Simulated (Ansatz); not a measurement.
**Barrier of one jump, O in SrTiO₃**

The calculation used Ansatz, DFT PBEsol, scalar-relativistic, plane waves, PAW. Run with 420 eV cutoff, 3×3×3 k-mesh, Gaussian smearing of 0.02 eV, no spin polarisation.

In a supercell of 20 host sites with charge +2, O trades places with a neighbouring O vacancy, moving 2.48 Å between the relaxed ends. Climbing-image nudged elastic band at fixed cell with images 0 (start) to 4 (end), the path measured over all atoms, converged to 0.05 eV/Å; the order of the saddle wasn't checked, and the small cell leaves errors of about a tenth of an eV.

Start:

```xyz
19
Lattice="-3.8911 3.8911 3.8911 3.8911 -3.8911 3.8911 3.8911 3.8911 -3.8911" Properties=species:S:1:pos:R:3 pbc="T T T"
Sr   -0.0105   -0.0105    0.0000
Sr    0.0105    0.0105    3.8911
Sr   -0.0105    3.9017    0.0000
Sr    3.9017   -0.0105    0.0000
Ti    1.9456    1.9456    2.0656
Ti    1.9456    1.9456   -2.0656
Ti    1.9456   -1.9456    1.9456
Ti   -1.9456    1.9456    1.9456
O     1.9456    3.8442    1.7972
O     1.9456    3.8442   -1.7972
O     1.9456    0.0470    1.7972
O    -1.9456    3.9381    2.0939
O     1.9456    1.9456    3.8911
O    -1.9456    1.9456    3.8911
O     1.9456   -1.9456    3.8911
O     0.0470    1.9456    1.7972
O     3.9381   -1.9456    2.0939
O     3.8442    1.9456   -1.7972
O     3.8442    1.9456    1.7972
```

Atom 9 jumps to (1.946, 2.094, 0.047) Å.

Problem. Give the energy along the band and the structure at its top.

Solution.
```tsv
image	path (Å)	E − E(0) (eV)	O x (Å)	O y (Å)	O z (Å)	force on O (eV/Å)
0	0.00	0.000	1.946	3.844	1.797	0.01
1	0.68	0.382	1.946	3.541	1.292	0.89
2	1.36	0.780	1.946	3.101	0.790	0.02
3	2.04	0.382	1.946	2.599	0.350	0.89
4	2.72	0.000	1.946	2.094	0.047	0.01
```

Barrier 0.78 eV. Image 2:
```xyz
19
Lattice="-3.8911 3.8911 3.8911 3.8911 -3.8911 3.8911 3.8911 3.8911 -3.8911" Properties=species:S:1:pos:R:3 pbc="T T T"
Sr    0.0000    0.0048   -0.0048
Sr    0.0485    0.0305    3.8606
Sr   -0.0485    3.9216   -0.0305
Sr    3.8911    0.0048   -0.0048
Ti    1.9456    1.8745    2.0166
Ti    1.9456    2.0164   -2.0707
Ti    1.9456   -1.8204    1.8747
Ti   -1.9456    1.9755    1.9156
O     1.9456    3.1010    0.7901
O     1.9456    3.8209   -1.8715
O     1.9456    0.0041    1.7525
O    -1.9456    3.8974    2.0511
O     1.9456    2.1386    3.8870
O    -1.9456    1.8715    3.9613
O     1.9456   -2.0511    3.8848
O     0.0000    1.8683    2.0228
O     3.8911   -2.0492    2.0492
O     3.8911    1.8419   -1.8419
O     3.8911    1.8683    2.0228
```

Cost: 1 run of about 19 core-minutes, on AMD EPYC 7B13 (Zen 3) (shared hosts).